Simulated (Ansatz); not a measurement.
## Slab of fcc Pd (110), 4 layers

The slab is cut from the fcc crystal, the stable phase, as relaxed on PAW files (15.36 Å³/atom), with 16 Å of vacuum and a dipole correction:

```
CELL_PARAMETERS angstrom
2.79032 0.00000 0.00000
0.00000 3.94610 0.00000
0.00000 0.00000 20.18550
ATOMIC_POSITIONS crystal
Pd 0.25000 0.25000 0.39632
Pd 0.75000 0.75000 0.46544
Pd 0.25000 0.25000 0.53456
Pd 0.75000 0.75000 0.60368
```

All numbers are PBE results (scalar-relativistic) from Ansatz 0.2.0, with a Γ-centred 12×8×1 k mesh, Fermi–Dirac smearing of 0.1 eV, no spin polarisation. Methods: LAPW: all electrons, basis error target 1 meV/atom; PAW: frozen-core files, cutoff 420 eV.

The bulk energy comes from a cell in the slab's orientation on a 12×8×12 mesh. The surface energy is (E(slab) − N·E(bulk))/2A at zero smearing, the mean of both faces; thin slabs carry quantum-size effects.

Q: As cut, the LAPW slab lies 2.312 eV above 4 atoms of bulk. What surface energy is that?

A: Over two faces of 11.01 Å² it is 105.0 meV/Å², and times 16.02 J/m² per eV/Å² that gives γ = 1.682 J/m².

Q: What do relaxation and the other method give, and what work function comes out?

A: 

```json
{"method": "LAPW", "γ as cut (J/m²)": "1.682", "γ relaxed (J/m²)": "1.649", "Φ as cut (eV)": "4.92", "Φ relaxed (eV)": "4.95"}
{"method": "PAW", "γ as cut (J/m²)": "1.679", "γ relaxed (J/m²)": "1.646", "Φ as cut (eV)": "4.92", "Φ relaxed (eV)": "4.95"}
```

Q: How do the spacings between the planes relax?

A: From the bottom face up: d12 -9.2 % of 1.395 Å, d23 +6.9 % of 1.395 Å, d34 -9.2 % of 1.395 Å.

Q: A field of 0.1 V/Å is applied along the normal, atoms held. What follows?

A: LAPW finds an induced dipole of 0.0417 e·Å a cell (PAW 0.0418), that is 6.86 Å for 4πα over the area, against 4.02 Å between the outer atoms.

Q: A 3d core hole is made on one atom of each kind in every 1×1 cell (PAW hole dataset, neutral cell, valence without spin). What does it cost by layer?

A: layer 1 334.16 eV, layer 2 334.61 eV. Shifts between layers mean more than the absolute values, and a whole layer of holes screens otherwise than one hole.
